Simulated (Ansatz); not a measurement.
BaTiO3:
```cif
data_Ba3O9Ti3
_chemical_formula_sum 'Ba3 Ti3 O9'
_space_group_name_H-M_alt 'R3m :H'
_space_group_IT_number 160
_space_group_name_Hall 'R 3 -2"'
_cell_length_a 5.57620
_cell_length_b 5.57620
_cell_length_c 6.84151
_cell_angle_alpha 90.000
_cell_angle_beta 90.000
_cell_angle_gamma 120.000
loop_
_atom_site_label
_atom_site_type_symbol
_atom_site_symmetry_multiplicity
_atom_site_Wyckoff_symbol
_atom_site_fract_x
_atom_site_fract_y
_atom_site_fract_z
_atom_site_occupancy
Ba1 Ba 3 a 0.00000 0.00000 0.99893 1
Ti1 Ti 3 a 0.00000 0.00000 0.50753 1
O1 O 9 b 0.16804 0.33608 0.32154 1
```
(The calculation used a cell of 5 atoms; values per cell refer to that cell.)

Relaxed at zero pressure with LDA (plane waves, PAW; program Ansatz).

Question: The volume is raised by 9 % and shape and atoms relax at that volume. What pressure results, and how do the axes share the change?

Answer: -9.1 GPa; a 2.6 %, b 2.6 %, c 3.5 %; the energy rises by 36 meV/atom.

Question: Give the new structure.

Answer: 
Space group R3m, hexagonal axes (No. 160); a = 5.7236 Å, b = 5.7236 Å, c = 7.0780 Å, α = 90.00°, β = 90.00°, γ = 120.00°

| atom | site | symmetry | x | y | z |
|---|---|---|---|---|---|
| Ba | 3a | 3m | 0.0000 | 0.0000 | 0.0058 |
| Ti | 3a | 3m | 0.0000 | 0.0000 | 0.5194 |
| O | 9b | .m | 0.1710 | 0.3419 | 0.3153 |

The phase is kept; no other phase was compared at this pressure.

This is a known low-temperature phase of the composition, computed here at zero pressure and temperature. Symmetry was held in the LDA relaxation; its stability against distortions is not shown here. No spin polarisation was allowed. Spin–orbit coupling is left out wherever it is not named.

Potentials: the earlier of the program's two PAW sets. The files were generated under PBE; for other functionals the program regenerates the frozen cores, and for LDA and PBEsol the local potential too.
